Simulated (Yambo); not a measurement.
Material: WS₂ (space group P6_3/mmc, No. 194); a = 3.154 Å, b = 3.154 Å, c = 12.138 Å, α = 90.00°, β = 90.00°, γ = 120.00° (6 atoms in the cell). Cell and atoms were relaxed with PBE+D3(BJ) from Materials Project entry mp-224, within its symmetry.

With norm-conserving PBEsol (Quantum ESPRESSO, 74 Ry, with spin-orbit coupling), the gap between the mesh's edge points (Γ → (0.167, 0.167, 0)) is 0.803 eV.

**Question.** What does a G0W0 run in Yambo give for it (6×6×1 Γ-centred k mesh, bands 9 to 258 and a 6 Ry block in the screening, 258 bands in G with the Bruneval-Gonze terminator, plasmon pole fitted at 27.2 eV)?

**Answer.** The correction is 0.342 eV, giving 1.145 eV, 1.4 times the PBEsol value.  Nearest settings tried, and what they do to the gap: 174 bands in W, 174 bands in G: +11 meV; 3 Ry block (79 vectors against 179): -71 meV. Not varied: mesh. So the settings aren't converged at that level.
